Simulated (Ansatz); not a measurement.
**ReP$_{2}$: relaxation of cell and atoms**

Computed with DFT, PBE, PAW with Ansatz's default frozen-core files, scalar-relativistic in Ansatz 0.2.0.

Command: `ansatz run input.yaml --threads 1 --pin off --max-ram 3072MiB --backend cpu --events-out ev --progress --plain --runs-dir out` The run took 11 s on 1 thread of Intel(R) Xeon(R) Platinum 8488C (Sapphire Rapids), on a shared host.

```yaml
crystal:
  lattice:
    - [0.0, 2.7733590592, 2.7733590592]
    - [2.7733590592, 0.0, 2.7733590592]
    - [2.7733590592, 2.7733590592, 0.0]
  atoms:
    - { symbol: Re, position: [0.0, 0.0, 0.0] }
    - { symbol: P, position: [0.25, 0.25, 0.25] }
    - { symbol: P, position: [0.75, 0.75, 0.75] }
kpoints:
  mp_grid: { grid: [11, 11, 11] }
scf:
  occupations: { method: fermi_dirac, width: 0.03 }
hamiltonian:
  xc: pbe
  pseudopotentials: { kind: paw }
output:
  forces: true
  stress: true
relax:
  f_tol: 0.005
  max_steps: 80
  cell: {}
```

Spin polarisation is left out, and whether a magnetic state lies lower isn't shown here.

Spin–orbit coupling is left out, though it moves levels of the heavy atoms by tenths of an eV or more.

The cell is built from the fluorite type as a first guess.

The cutoff is 420 eV; energies and pressures of the walk include the program's estimate of the Pulay term.

Each frame lists the cell vectors (Å), then Cartesian positions (Å); symmetry keeps all forces zero. Free energies count from the first step, -12378.7618 eV.

The walk took 7 evaluations in all; steps that aren't listed are left out.

Step 1: E = 0.0 meV, P = 23.75 GPa

```
cell 0.0000 2.7734 2.7734 2.7734 0.0000 2.7734 2.7734 2.7734 0.0000
Re    0.0000    0.0000    0.0000
P     1.3867    1.3867    1.3867
P     4.1600    4.1600    4.1600
```

**Question.** How does the relaxation end?

**Answer.** It converges, with a = 5.746 Å, b = 5.746 Å, c = 5.746 Å, α = 90.00°, β = 90.00°, γ = 90.00° (conventional cell, space group Fm-3m). The last solve (on a basis chosen afresh for the final cell, so its energy is not quite comparable) gives E = -318.2 meV, P = 0.00 GPa:
```
cell 0.0000 2.8728 2.8728 2.8728 0.0000 2.8728 2.8728 2.8728 0.0000
Re    0.0000    0.0000    0.0000
P     1.4364    1.4364    1.4364
P     4.3092    4.3092    4.3092
```
